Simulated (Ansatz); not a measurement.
FeNi under pressure

Level of theory: DFT LDA, scalar-relativistic, plane waves, PAW in Ansatz. Plane waves to 420 eV; Γ-centred k mesh 18×18×12; Gaussian smearing of 0.20 eV. Collinear spin, site moments 2.3, 0.7 μB. Phonons by linear response, acoustic sum rule imposed.

Equilibrium structure at this level:
```yaml
crystal:
  lattice:
    - [2.42702, 0.00000, 0.00000]
    - [0.00000, 2.42702, 0.00000]
    - [0.00000, 0.00000, 3.50540]
  atoms:
    - { symbol: Fe, position: [0.00000, 0.00000, 0.00000] }
    - { symbol: Ni, position: [0.50000, 0.50000, 0.50000] }
```

In a metal, frequencies and elastic constants depend on the k mesh and the smearing, soft modes and shear constants most.

Optical modes at Γ (cm⁻¹) at zero pressure: 216, 303.

Under hydrostatic pressure the same modes lie at 219, 308 cm⁻¹. What is the pressure, and how much has the cell shrunk?

Answers

2 GPa; the volume is 0.8 % smaller.